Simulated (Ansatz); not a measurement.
# MgNiH under strain

Level of theory: DFT PBEsol, scalar-relativistic, plane waves, PAW (Ansatz). (420 eV cutoff, 14×14×14 k-mesh, Gaussian smearing of 0.10 eV, no spin polarisation)

Starting point, cell and atoms relaxed:

```yaml
crystal:
  lattice:
    - [3.06673, 0.00000, 0.00000]
    - [0.00000, 3.06673, 0.00000]
    - [0.00000, 0.00000, 3.21405]
  atoms:
    - { symbol: Mg, position: [0.00000, 0.00000, 0.00000] }
    - { symbol: Ni, position: [0.50000, 0.50000, 0.50000] }
    - { symbol: H, position: [0.50000, 0.50000, 0.00000] }
```

Deformation: shear that moves c along a by the strain times its height over the a-b plane, the cell held and the atoms relaxed, all within the symmetry that the strain leaves. Energies are extrapolated to zero smearing.

| strain (%) | ΔE (meV/atom) | a (Å) | b (Å) | c (Å) |
| --- | --- | --- | --- | --- |
| +0.0 | 0.0 | 3.067 | 3.067 | 3.214 |
| +1.0 | 0.2 | 3.067 | 3.067 | 3.214 |
| +2.0 | 0.9 | 3.067 | 3.067 | 3.215 |
| +3.0 | 2.0 | 3.067 | 3.067 | 3.215 |
| +4.0 | 3.6 | 3.067 | 3.067 | 3.217 |
| +6.0 | 8.0 | 3.067 | 3.067 | 3.220 |

(1) What stiffness (1/V) d²E/dε² at zero strain does a cubic fit over all points give?

## Answers

(1) A cubic fit gives (1/V) d²E/dε² = 72 GPa at zero strain (the shear constant for this plane and direction).